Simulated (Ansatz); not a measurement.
Ti3GeC2 in space group P6_3/mmc (No. 194; Ti on 4f, Ti on 2a, Ge on 2b, C on 4f), PBEsol (plane waves, PAW; program Ansatz), all energies at zero smearing, with the estimated change up to a 700 eV cutoff added, with one set of potentials and settings (totals compare only within such a set). Cell of 12 atoms (6 Ti, 2 Ge, 4 C): -24348.428 eV.

```json
[
 {"element": "Ti", "reference phase": "P6/mmm, 3 atoms in the cell", "E (eV/atom)": "-2473.9117"},
 {"element": "Ge", "reference phase": "Fd-3m, 2 atoms in the cell", "E (eV/atom)": "-4253.4978"},
 {"element": "C", "reference phase": "P6_3/mmc, 4 atoms in the cell", "E (eV/atom)": "-246.6950"}
]
```

Formation energy per atom, worked out: (-24348.428 − 6×(-2473.9117) − 2×(-4253.4978) − 4×(-246.6950))/12 = -0.932 eV/atom (-90 kJ per mol of atoms), at 0 K, without zero-point energy or fitted corrections.

The workflow started from a Materials Project entry (that database holds measured and hypothetical structures alike); the Crystallography Open Database copy checked does not list it. Whether it is the stable phase at ambient conditions was not checked. Symmetry was held in the PBEsol relaxation; its stability against distortions is not shown here. No spin polarisation was allowed. The references are the lowest solids computed at this level, not always the standard phases.

Potentials: the later of the program's two PAW sets.
